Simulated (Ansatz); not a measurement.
WSe2:
```cif
data_Se4W2
_chemical_formula_sum 'W2 Se4'
_space_group_name_H-M_alt 'P 1'
_space_group_IT_number 1
_cell_length_a 3.30261
_cell_length_b 3.30261
_cell_length_c 13.22733
_cell_angle_alpha 90.000
_cell_angle_beta 90.000
_cell_angle_gamma 120.000
loop_
_space_group_symop_operation_xyz
  'x, y, z'
loop_
_atom_site_label
_atom_site_type_symbol
_atom_site_fract_x
_atom_site_fract_y
_atom_site_fract_z
_atom_site_occupancy
W1 W 0.66667 0.33333 0.25000 1
W2 W 0.33333 0.66667 0.75000 1
Se1 Se 0.33333 0.66667 0.37578 1
Se2 Se 0.66667 0.33333 0.62422 1
Se3 Se 0.66667 0.33333 0.87578 1
Se4 Se 0.33333 0.66667 0.12422 1
```

Relaxed with r²SCAN+D4. 

Question: HSE06 on this cell (Ansatz, a first-principles code, PAW) gives a gap of 1.53 eV. What does r²SCAN+D4 give?

Answer: 1.17 eV.

Cost on shared cores: the r²SCAN+D4 run (SCF on a 10×10×2 mesh, then bands and DOS) roughly 4 core-minutes, the HSE06 run (SCF on 6×6×2, then a few points) very roughly 7 core-minutes; the tasks are unlike.

Space group P6_3/mmc. The r²SCAN+D4 relaxation kept the symmetry of its start; of distortions, only those at the zone centre were tested. The run is not spin-polarised. Scalar-relativistic: spin–orbit coupling is off unless named, which matters more the heavier the elements.

Potentials: the later of the program's two PAW sets.

Ansatz is a plane-wave DFT program.
